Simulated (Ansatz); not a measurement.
GaN:
```
GaN
1.0
    2.70215     0.00000     0.00000
    0.00000     2.70215     0.00000
    0.00000     0.00000     2.70215
Ga N
1 1
Cartesian
  0.00000   0.00000   0.00000
  1.35107   1.35107   1.35107
```

Relaxed with PBEsol. Special points in fractions of this cell's reciprocal vectors: Γ (0.000, 0.000, 0.000); X (0.000, 0.500, 0.000); M (0.500, 0.500, 0.000); R (0.500, 0.500, 0.500).

Question: List the band energies nearest the Fermi level at these points for plane-wave PAW PBEsol (Ansatz code).

Answer: In eV from the Fermi level; about four levels below and three above (degenerate sets whole), none deeper than 8.9 eV; … stands for higher levels left out; points with the same levels are listed once.

```json
[
 {"k": "Γ", "below": "-1.51 -1.38 -1.38 -1.38", "above": "…"},
 {"k": "X", "below": "–", "above": "0.08 0.08 3.68"},
 {"k": "M", "below": "-6.51 -6.51 -2.61", "above": "0.47 …"},
 {"k": "R", "below": "-3.14 -3.14 -3.14", "above": "…"}
]
```

Space group Pm-3m (CsCl type). A made-up cell: these elements were put on the sites of a structure type; neither database checked (COD, Materials Project) lists it. It is not the phase usual at ambient conditions (space group No. 186, 216). The cell was relaxed with PBEsol under the symmetry of its start. At this level the phase is dynamically unstable (imaginary phonons). Spin–orbit coupling is left out wherever it is not named.

Potentials: the later of the program's two PAW sets.
